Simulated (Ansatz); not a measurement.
CdF2 (fluorite, space group No. 225), PBEsol (plane waves, PAW; program Ansatz): ε∞ = 2.91, cell volume 39.02 Å³. Infrared-active transverse modes:

```
ω_TO (cm⁻¹)  oscillator strength S_xx (e²/amu)
-----------  ---------------------------------
215.2                                   0.2147
```

**Question.** Compute the static dielectric constant.

**Answer.** Each mode adds (4.921e7/V) S/ω²: 5.85. So ε0 = 8.76.

**Question.** What LO frequency does the Lyddane–Sachs–Teller relation give?

**Answer.** ω_LO = ω_TO √(ε0/ε∞) = 373 cm⁻¹.

Space group Fm-3m (fluorite). The cell was relaxed with PBEsol under the symmetry of its start. Scalar-relativistic: spin–orbit coupling is off unless named, which matters more the heavier the elements.

Potentials: the earlier of the program's two PAW sets. The files were generated under PBE; for other functionals the program regenerates the frozen cores, and for LDA and PBEsol the local potential too.
